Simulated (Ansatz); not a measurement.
Data:

RuC:
```
CELL_PARAMETERS angstrom
      2.65920     0.00000     0.00000
      0.00000     2.65920     0.00000
      0.00000     0.00000     2.65920
ATOMIC_POSITIONS crystal
  Ru 0.00000 0.00000 0.00000
  C  0.50000 0.50000 0.50000
```

This is the PBE-relaxed structure.

### Question
All from PBE in the plane-wave PAW code Ansatz, unless another level is named. Predict the electronic character.

### Answer
metallic (no gap).

### Question
Next, the formation energy from the elements (no fitted shifts)?

### Answer
1.16 eV/atom.

### Question
What about the density of states at the Fermi level?

### Answer
0.66 states/eV per atom (mean over ±0.08 eV).

### Question
Next, the gap with spin–orbit coupling?

### Answer
none (metallic).

Space group Pm-3m (CsCl type). The cell is a constructed one: a structure type filled with these elements; neither database checked (COD, Materials Project) lists it. Whether it is the stable phase at ambient conditions was not checked. The cell was relaxed with PBE under the symmetry of its start; its stability against distortions is not shown here. No spin polarisation was allowed. The references are the lowest solids computed at this level, not always the standard phases. Spin–orbit coupling is left out wherever it is not named.

Potentials: the later of the program's two PAW sets.
